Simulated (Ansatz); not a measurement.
# Structure optimisation: tellurium, dhcp

Theory: Ansatz, DFT, PBEsol, plane waves (420 eV) with PAW, scalar-relativistic. (PAW data from PBE, frozen cores regenerated.)

k-point mesh 11×11×3, Fermi-Dirac smearing 0.1 eV, no spin polarisation. Cell and atoms relax.

Starting structure:

```cif
data_structure
_symmetry_space_group_name_H-M 'P 1'
_symmetry_Int_Tables_number 1
_cell_length_a 3.4421
_cell_length_b 3.4421
_cell_length_c 11.2418
_cell_angle_alpha 90.000
_cell_angle_beta 90.000
_cell_angle_gamma 120.000
_cell_volume 115.35
loop_
_atom_site_label
_atom_site_type_symbol
_atom_site_fract_x
_atom_site_fract_y
_atom_site_fract_z
_atom_site_occupancy
Te1 Te 0.00000 0.00000 0.00000 1
Te2 Te 0.00000 0.00000 0.50000 1
Te3 Te 0.33333 0.66667 0.25000 1
Te4 Te 0.66667 0.33333 0.75000 1
```

**Question.** The pressure at the start is -3.9 GPa. By how much does the volume change?

**Answer.** From 28.84 to 29.99 Å³ per atom, 4.0 %. The final cell has a = 4.020 Å, c = 8.569 Å (c/a = 2.131).

The cell has left the dhcp structure type; it ends in P6_3/mmc.

**Question.** How much energy does the relaxation gain?

**Answer.** 224.6 meV per atom.

Path of the relaxation (the plane waves are chosen anew near the end, which can shift the energy a little):

```tsv
step	E − E(final) (meV/atom)	V (Å³/atom)	P (GPa)	max force (eV/Å)
0	224.57	28.837	-3.91	0.000
1	194.26	26.067	1.89	0.000
2	184.82	26.652	0.38	0.000
3	143.75	27.122	0.05	0.000
4	88.88	27.014	1.69	0.000
5	34.03	27.677	2.36	0.000
6	7.56	28.976	1.15	0.000
7	6.11	29.588	-0.29	0.000
8	5.87	29.500	0.01	0.000
9	1.39	29.500	0.35	0.000
10	0.27	29.800	0.10	0.000
11	0.10	29.931	0.02	0.000
12	0.09	29.986	0.00	0.000
13	0.00	29.986	0.00	0.000
```
